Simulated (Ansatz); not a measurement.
In:
```
In
1.0
    3.09318     0.00000     0.00000
    0.00000     3.09318     0.00000
    0.00000     0.00000     3.09318
In
1
Cartesian
  0.00000   0.00000   0.00000
```

Relaxed with PBE. Special points in fractions of this cell's reciprocal vectors: Γ (0.000, 0.000, 0.000); X (0.000, 0.500, 0.000); M (0.500, 0.500, 0.000); R (0.500, 0.500, 0.500).

Problem. List the band energies nearest the Fermi level at these points for plane-wave PAW PBE (Ansatz code).

Solution. In eV from the Fermi level; about four levels below and three above (degenerate sets whole), none deeper than 8.9 eV; … stands for higher levels left out; points with the same levels are listed once.

```tsv
k	below	above
Γ	-8.81	7.08 7.08 7.08
X	-5.36 -3.23	9.98 9.98 12.53
M	-1.77 -0.57 -0.57	3.86 13.30 …
R	–	2.03 2.03 2.03
```

Space group Pm-3m (simple cubic). A made-up cell: these elements were put on the sites of a structure type; neither database checked (COD, Materials Project) lists it. It is not the phase usual at ambient conditions (space group No. 139). The cell was relaxed with PBE under the symmetry of its start. At this level the phase is mechanically unstable. Scalar-relativistic: spin–orbit coupling is off unless named, which matters more the heavier the elements.

Potentials: the later of the program's two PAW sets.
